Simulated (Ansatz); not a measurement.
Given:

In₂Bi:
```cif
data_Bi2In4
_chemical_formula_sum 'In4 Bi2'
_space_group_name_H-M_alt 'P63/mmc'
_space_group_IT_number 194
_space_group_name_Hall '-P 6c 2c'
_cell_length_a 5.54545
_cell_length_b 5.54545
_cell_length_c 6.53205
_cell_angle_alpha 90.000
_cell_angle_beta 90.000
_cell_angle_gamma 120.000
loop_
_atom_site_label
_atom_site_type_symbol
_atom_site_symmetry_multiplicity
_atom_site_Wyckoff_symbol
_atom_site_fract_x
_atom_site_fract_y
_atom_site_fract_z
_atom_site_occupancy
In1 In 2 a 0.00000 0.00000 0.00000 1
In2 In 2 d 0.66667 0.33333 0.25000 1
Bi1 Bi 2 c 0.33333 0.66667 0.25000 1
```

This is the r²SCAN-relaxed structure.

**Question.** All from the program Ansatz at the r²SCAN level (PAW), unless another level is named. Estimate the formation energy from the elements (no fitted shifts).

**Answer.** 0.029 eV/atom.

**Question.** Predict the density of states at the Fermi level.

**Answer.** 0.39 states/eV per atom (mean over ±0.08 eV).

Space group P6_3/mmc. The workflow started from an entry of the Crystallography Open Database (COD). Its standing as an ambient phase is unchecked. The r²SCAN relaxation kept the symmetry of its start; its stability against distortions is not shown here. The references are the lowest solids computed at this level, not always the standard phases. Scalar-relativistic: spin–orbit coupling is off unless named, which matters more the heavier the elements.

Potentials: the later of the program's two PAW sets.
